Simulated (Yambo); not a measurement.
G0W0@PBEsol for CsBH$_{4}$ (space group F-43m, No. 216) in Yambo. Reference settings: 2×2×2 Γ-centred k mesh, 264 bands and a 7 Ry block in the screening, 264 bands in G with the Bruneval-Gonze terminator, plasmon pole fitted at 27.2 eV. The PBEsol gap X → X on this mesh is 5.52 eV; G0W0 gaps are taken between the same points.

With and without the terminator, as bands are cut:

```
bands in G (in W)  gap, terminator (eV)  gap, none (eV)  valence shift, terminator (eV)  valence shift, none (eV)
-----------------  --------------------  --------------  ------------------------------  ------------------------
88 (264)                          8.340           8.137                          -1.899                    -1.464
162 (264)                         8.346           8.247                          -1.956                    -1.753
264 (264)                         8.346           8.297                          -1.972                    -1.882
```

Over this range the gap spans 0.006 eV with the terminator and 0.160 eV without, the valence shift 0.073 eV and 0.418 eV. Neither column has reached its limit for certain.

Geometry of the Materials Project entry, not relaxed at this level; primitive cell a = b = c = 5.184 Å, α = β = γ = 60.00°.

The structure is a Materials Project entry; no match was found in the copy of COD used, and its stability was not checked.

A shift is the quasiparticle energy of the state minus its PBEsol energy.
